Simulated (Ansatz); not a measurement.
TaW (rock salt, space group No. 225), PBEsol in the plane-wave PAW code Ansatz, all energies at zero smearing, with the estimated change up to a 700 eV cutoff added, with one set of potentials and settings (totals compare only within such a set). Cell of 2 atoms (1 Ta, 1 W): -20062.537 eV.

```csv
element,reference phase,E (eV/atom)
Ta,"Im-3m, 1 atoms in the cell",-9807.4091
W,"Im-3m, 1 atoms in the cell",-10257.5790
```

Formation energy per atom, worked out: (-20062.537 − 1×(-9807.4091) − 1×(-10257.5790))/2 = 1.225 eV/atom (118 kJ per mol of atoms), at 0 K, without zero-point energy or fitted corrections.

Space group Fm-3m (rock salt). The start of the workflow was typed in or built on a structure type; neither database checked (COD, Materials Project) lists it. Whether it is the stable phase at ambient conditions was not checked. The PBEsol relaxation kept the symmetry of its start. At this level the phase is mechanically unstable. No spin polarisation was allowed. Its formation energy is positive at this level, so the cell may be metastable or incomplete. The references are the lowest solids computed at this level, not always the standard phases. Scalar-relativistic: spin–orbit coupling is off unless named, which matters more the heavier the elements.

Potentials: the earlier of the program's two PAW sets. The files were generated under PBE; for other functionals the program regenerates the frozen cores, and for LDA and PBEsol the local potential too.
